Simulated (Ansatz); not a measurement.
ZnCu2SnS4:
```cif
data_Cu2S4SnZn
_chemical_formula_sum 'Zn1 Cu2 Sn1 S4'
_space_group_name_H-M_alt 'P 1'
_space_group_IT_number 1
_cell_length_a 6.63671
_cell_length_b 6.63671
_cell_length_c 6.63671
_cell_angle_alpha 131.945
_cell_angle_beta 131.945
_cell_angle_gamma 70.316
loop_
_space_group_symop_operation_xyz
  'x, y, z'
loop_
_atom_site_label
_atom_site_type_symbol
_atom_site_fract_x
_atom_site_fract_y
_atom_site_fract_z
_atom_site_occupancy
Zn1 Zn 0.00000 0.00000 0.00000 1
Cu1 Cu 0.25000 0.75000 0.50000 1
Cu2 Cu 0.75000 0.25000 0.50000 1
Sn1 Sn 0.50000 0.50000 0.00000 1
S1 S 0.89044 0.37529 0.00000 1
S2 S 0.62471 0.62471 0.51515 1
S3 S 0.37529 0.89044 0.00000 1
S4 S 0.10956 0.10956 0.48485 1
```

Relaxed with r²SCAN. r²SCAN in the plane-wave PAW code Ansatz gives a gap of 0.33 eV.

### Question
What gap does HSE06 give on the same cell (Ansatz, PAW)?

### Answer
1.16 eV, 0.83 eV more. The hybrid was solved on a coarser mesh and at special points; its gap is the smallest among all of these.

Cost on shared cores: the r²SCAN run (SCF on a 7×7×7 mesh, then bands and DOS) roughly 6 core-minutes, the HSE06 run (SCF on 4×4×4, then a few points) very roughly 3 core-minutes; the tasks are unlike.

Space group I-42m. The first step of the workflow began from a Materials Project structure, measured or hypothetical; the Crystallography Open Database copy checked does not list it. It is not the phase usual at ambient conditions (space group No. 82). The cell was relaxed with r²SCAN under the symmetry of its start; whether a distortion lowers the energy is not shown. No spin polarisation was allowed. Scalar-relativistic: spin–orbit coupling is off unless named, which matters more the heavier the elements.

Potentials: the later of the program's two PAW sets.
